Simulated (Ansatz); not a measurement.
The end point of a relaxation of AlN. Space group P6₃mc (No. 186), wurtzite type. All values below come from PBE (plane waves to 420 eV, PAW, scalar-relativistic; Ansatz, a program for electronic structure).

```xyz
4
Lattice="3.1298 0.0000 0.0000 -1.5649 2.7105 0.0000 0.0000 0.0000 5.0173" Properties=species:S:1:pos:R:3 pbc="T T T"
Al     1.5649     0.9035     0.0169
Al     0.0000     1.8070     2.5256
N      1.5649     0.9035     3.1199
N      0.0000     1.8070     0.6113
```

- Volume per atom = 10.64 Å³
- Band gap = 4.04 eV, direct at Γ (no spin-orbit coupling)
- Shortest distances = Al–N 1.90 Å; Al–Al 3.09 Å; N–N 3.09 Å
- k-mesh = 12×12×7

Band energies at high-symmetry points (eV from the VBM; labels of this space group; no spin-orbit coupling), from −5 eV up to 7.4 eV:

```tsv
point	energies
Γ	-0.84 -0.84 -0.20 -0.20 0.00 4.04 6.52
M	-4.11 -3.29 -2.05 -1.74 -0.68 5.76 5.77
K	-4.71 -3.75 -3.75 -2.40 -2.34 -2.34 5.05
A	-3.30 -3.30 -0.53 -0.53 -0.53 -0.53 6.31 6.31
L	-1.44 -1.44 -1.34 -1.34 5.25 5.25
H	-4.77 -4.77 -3.78 -3.78 -0.79 -0.79 7.35 7.35
```

No spin polarisation in the result.

Measured for AlN: a 3.1113 Å (0 K or low temperature; as listed in arXiv:1206.3780); c 4.9793 Å (0 K or low temperature; as listed in arXiv:1206.3780); gap 6.51 eV (static lattice; corrected from measurement; as listed in Martin Feneberg et al., Physical Review B (2010)). Computed minus measured — a: PBE +0.6 %; c: PBE +0.8 %; gap: PBE -2.47 eV. The computed values are for a static lattice, and a measured gap can be an optical one, lowered by exciton binding.

The run could not lose the symmetry of its start.
